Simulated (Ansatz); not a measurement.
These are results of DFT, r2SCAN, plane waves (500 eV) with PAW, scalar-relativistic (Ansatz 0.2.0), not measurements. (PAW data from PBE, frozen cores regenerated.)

An element in the diamond structure gives this curve. The cell is scaled uniformly from the relaxed one, with fractional coordinates and shape fixed. Energies are extrapolated to zero smearing, pressures are those at the given smearing. Magnetic state: ferromagnetic.

```tsv
V (Å³/atom)	E − E₀ (meV/atom)	P (GPa)	sphere moment (μB)
25.186	47.4	4.44	1.78
26.331	21.1	2.89	1.84
27.475	5.3	1.41	1.90
28.620	-0.1	0.01	1.95
29.765	4.0	-1.25	1.98
30.910	16.5	-2.34	2.01
32.055	36.4	-3.28	2.04
```

Question: Which element is it?
A. hafnium
B. titanium
C. tungsten
D. gallium

Answer: B. Its fit is V₀ = 28.69 Å³/atom, B₀ = 33 GPa, B₀′ = 1.3.
